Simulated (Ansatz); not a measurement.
Here is the system:

NbAlB:
```
CELL_PARAMETERS angstrom
      1.67284    -7.35124     0.00000
      1.67284     7.35124     0.00000
      0.00000     0.00000     3.11341
ATOMIC_POSITIONS crystal
  Al 0.70040 0.29960 0.25000
  Al 0.29960 0.70040 0.75000
  B  0.46995 0.53005 0.75000
  B  0.53005 0.46995 0.25000
  Nb 0.08821 0.91179 0.75000
  Nb 0.91179 0.08821 0.25000
```

This is the PBE-relaxed structure.

**Question.** All from PBE in the plane-wave PAW code Ansatz, unless another level is named. Give the electronic character.

**Answer.** metallic (no gap).

**Question.** And the density of states at the Fermi level?

**Answer.** 0.43 states/eV per atom (mean over ±0.08 eV).

**Question.** And the formation energy from the elements (no fitted shifts)?

**Answer.** -543 meV/atom.

Space group Cmcm. The start of the workflow was typed in or built on a structure type; neither database checked (COD, Materials Project) lists it. Whether it is the stable phase at ambient conditions was not checked. The PBE relaxation kept the symmetry of its start; its stability against distortions is not shown here. The run is not spin-polarised. The references are the lowest solids computed at this level, not always the standard phases. Spin–orbit coupling is left out wherever it is not named.

Potentials: the earlier of the program's two PAW sets.
